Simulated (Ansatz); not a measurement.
## Stability checks on a candidate for Ge4MoW

The structure comes from a generated guess, relaxed at this level; another structure or a mixture of phases may lie lower.

Method: DFT PBE, scalar-relativistic, plane waves, PAW in Ansatz 0.2.0. Plane waves to 420 eV, a 12×12×6 mesh through Γ for the 6-atom cell and 0.10 eV Gaussian smearing; no spin polarisation.

```
Ge Mo W
1.0
     3.33976    0.00000    0.00000
     0.00000    3.33976    0.00000
     0.00000    0.00000    8.28816
Ge Mo W
4 1 1
Direct
  0.00000 0.00000 0.66274
  0.50000 0.50000 0.16145
  0.00000 0.00000 0.33726
  0.50000 0.50000 0.83855
  0.00000 0.00000 0.00000
  0.50000 0.50000 0.50000
```

The zero of energy is the elements' standard structures at the same level; no fitted shifts are applied.

Question: These tests were run: energy against the elements; random kick, then relaxation without symmetry; phonons on a 2×2×1 q mesh; elastic tensor. What do they show?

Answer:

```tsv
test	result
energy against the elements	−0.04 eV/atom
random kick, then relaxation without symmetry	returns
phonons on a 2×2×1 q mesh	no imaginary mode on the mesh
elastic tensor	least eigenvalue 140 GPa
```

It fails none of these tests. Whether a mixture of other phases lies lower isn't tested here.

The k mesh leaves some 4 meV/atom of noise in the energy of each metallic cell. These runs have no spin–orbit coupling, which can matter for W. The kick test ran on a coarse mesh. The run for the phonons used a 12×12×6 k mesh and Fermi–Dirac smearing of 0.15 eV. The run for the elastic tensor used a 12×12×6 k mesh and Fermi–Dirac smearing of 0.15 eV.
